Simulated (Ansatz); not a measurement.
# Two Ansatz runs on BiAs

The cell was built from the zincblende type and relaxed in the same program, and has space group F-43m; it needn't be a known or the stable phase.

First run: DFT, PBE, all-electron LAPW, scalar-relativistic (Ansatz 0.2.0).

Command: `ansatz run input.yaml --threads 1 --pin off --max-ram 2048MiB --backend cpu --events-out ev --progress --plain --runs-dir out` The run took 7.8 s on 1 thread of Arm Neoverse V1, on a shared host, peak memory 0.28 GiB.

```yaml
crystal:
  lattice:
    - [0.0, 3.3531471192, 3.3531471192]
    - [3.3531471192, 0.0, 3.3531471192]
    - [3.3531471192, 3.3531471192, 0.0]
  atoms:
    - { symbol: As, position: [0.0, 0.0, 0.0] }
    - { symbol: Bi, position: [0.25, 0.25, 0.25] }
kpoints:
  mp_grid: { grid: [3, 3, 3] }
scf:
  occupations: { method: fermi_dirac, width: 0.05 }
hamiltonian:
  xc: pbe
  pseudopotentials: { kind: all_electron, lapw: { basis_error: 0.00025 } }
output:
  forces: true
  stress: true
  eigenvalues: true
```

Result: converged; pressure -1.22 GPa; gap on the k mesh 0.21 eV (the mesh can miss the band edges); 9 SCF iterations.

Spin–orbit coupling is left out, though it moves levels of the heavy atoms by tenths of an eV or more.

The input is then changed:

```diff
@@ -14,4 +14,5 @@
   xc: pbe
   pseudopotentials: { kind: all_electron, lapw: { basis_error: 0.00025 } }
+  dispersion: d3bjatm
 output:
   forces: true
```

Problem. What does the second run give?

Solution. It converged; pressure -2.64 GPa; gap on the k mesh 0.21 eV (the mesh can miss the band edges); 9 SCF iterations.

The results part of its log:

```
SCF 1 converged in 9 iterations: F = -647230.234362 eV  dr2 = 1.29e-8
SCF converged after 9 iterations
Free energy (F): -647230.234362 eV
Harris-Foulkes:  -647230.234362 eV  (|F-HF|=2.35e-8)
Internal energy: -647230.216480 eV  (E = F + TS)
E sigma→0 (E₀):  -647230.225421 eV
Entropy (-TS):   -0.017883 eV (-8.941 meV/atom)
Fermi energy:    8.017466 eV
--- Per-component energies (eV) ---
  E_band       = -4215.638397
  E_kinetic    = 740929.507293
  E_xc         = -13085.803679
  E_electrostatic = -1375073.320928  (all electrons and nuclei)
  E_disp       = -0.599165  (pairwise vdW)
  E_smearing   = -0.017883  (= −TS)
  E_closure    = 0.000000  (closes the sum)
  E_atoms      = -647221.365816  (free atoms, spherical and without spin; not in F)
  Σ components = -647230.234362   (vs F -647230.234362, Δ=0.00e0)
  Basis errors (estimates in eV, not in F): energy 1.1e-4 per atom: plane waves 9.7e-5 (5.7e-5 summed), levels above the bands 4.0e-74, relativity 1.5e-8, radial functions 9.9e-6, core shells 6.0e-8; eigenvalues (radial functions only) 2.0e-7; not estimated: angular momenta, meshes, grids; target (lapw.basis_error) 2.5e-4; muffin-tin radii As 1.394 Å, Bi 1.510 Å
--- Forces (eV/Å), atoms counted from 1 ---
  atom   1  As     0.00000000     0.00000000     0.00000000
  atom   2  Bi    -0.00000000    -0.00000000    -0.00000000
  max |Σ_I F_I| component: 4.63e-18 eV/Å
--- Stress (GPa, compression-positive) ---
       -2.639460      -0.000000      -0.000000
       -0.000000      -2.639460       0.000000
       -0.000000       0.000000      -2.639460
  P = ⅓ Tr σ = -2.6395 GPa (-26.395 kbar)
--- Band table (eV) ---
  k-point 0: bands = ["-176.7164", "-145.0268", "-140.1547", "-140.1547", "-140.1547", "-140.1544", "-140.1544", "-140.1544", "-140.1541", "-120.0878", "-120.0878", "-120.0878", "-83.2824", "-83.2824", "-83.2824", "-27.1189", "-27.1189", "-27.1189", "-27.1158", "-27.1158", "-14.6607", "-14.6607", "-14.6607", "-14.6416", "-14.6416", "-4.4871", "1.3521", "6.7960", "6.7960", "6.7960", "9.3024", "9.3024", "9.3024", "12.3199", "15.9291", "15.9291"]
  k-point 1: bands = ["-176.7164", "-145.0268", "-140.1547", "-140.1547", "-140.1547", "-140.1544", "-140.1544", "-140.1544", "-140.1541", "-120.0878", "-120.0878", "-120.0878", "-83.2824", "-83.2824", "-83.2824", "-27.1189", "-27.1188", "-27.1188", "-27.1157", "-27.1157", "-14.6623", "-14.6576", "-14.6576", "-14.6411", "-14.6411", "-3.7871", "-0.3002", "6.0772", "6.1299", "6.1299", "10.2270", "10.2270", "11.1534", "14.1322", "15.3059", "15.3059"]
  k-point 2: bands = ["-176.7164", "-145.0268", "-140.1547", "-140.1547", "-140.1547", "-140.1544", "-140.1544", "-140.1544", "-140.1541", "-120.0878", "-120.0878", "-120.0878", "-83.2824", "-83.2824", "-83.2824", "-27.1190", "-27.1188", "-27.1188", "-27.1158", "-27.1157", "-14.6668", "-14.6540", "-14.6540", "-14.6435", "-14.6395", "-3.4648", "-0.7797", "5.3521", "5.3521", "7.9067", "8.1173", "11.9706", "11.9706", "13.4149", "16.0598", "17.0163"]
  k-point 3: bands = ["-176.7164", "-145.0268", "-140.1547", "-140.1547", "-140.1547", "-140.1544", "-140.1544", "-140.1544", "-140.1541", "-120.0878", "-120.0878", "-120.0878", "-83.2824", "-83.2824", "-83.2824", "-27.1189", "-27.1188", "-27.1188", "-27.1157", "-27.1157", "-14.6645", "-14.6550", "-14.6539", "-14.6422", "-14.6404", "-2.8864", "-1.5606", "4.4412", "5.4945", "7.7905", "10.1864", "11.5121", "11.6218", "13.6324", "15.4284", "16.6257"]
```
